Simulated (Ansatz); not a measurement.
BAs:
```
CELL_PARAMETERS angstrom
      5.83712     0.00000     0.00000
      0.00000     5.83712     0.00000
      0.00000     0.00000     3.36198
ATOMIC_POSITIONS crystal
  B  0.32271 0.67729 0.00000
  B  0.67729 0.32271 0.00000
  B  0.82271 0.82271 0.50000
  B  0.17729 0.17729 0.50000
  As 0.31841 0.31841 0.00000
  As 0.68159 0.68159 0.00000
  As 0.18159 0.81841 0.50000
  As 0.81841 0.18159 0.50000
```

PBEsol (plane waves, PAW; program Ansatz) gives a gap of 0.61 eV without spin–orbit coupling, maximum at Γ, minimum on the Γ–Z line, 59 % of the way from Γ.

Problem. What happens when spin–orbit coupling is switched on?

Solution. The gap drops by 0.07 eV, to 0.54 eV; maximum at Γ, minimum on the Γ–Z line, 59 % of the way from Γ.

Problem. Give the electron effective mass with spin–orbit coupling.

Solution. 0.33, 0.33, 0.45 mₑ (principal values).

Problem. Give the hole effective mass with spin–orbit coupling.

Solution. 0.24, 0.24, 0.64 mₑ (principal values).

Space group P4_2/mnm. The start of the workflow was typed in or built on a structure type; neither database checked (COD, Materials Project) lists it. It is not the phase usual at ambient conditions (space group No. 216). The cell was relaxed with PBEsol under the symmetry of its start; phonons on a q-mesh show no instability.

Potentials: the later of the program's two PAW sets.
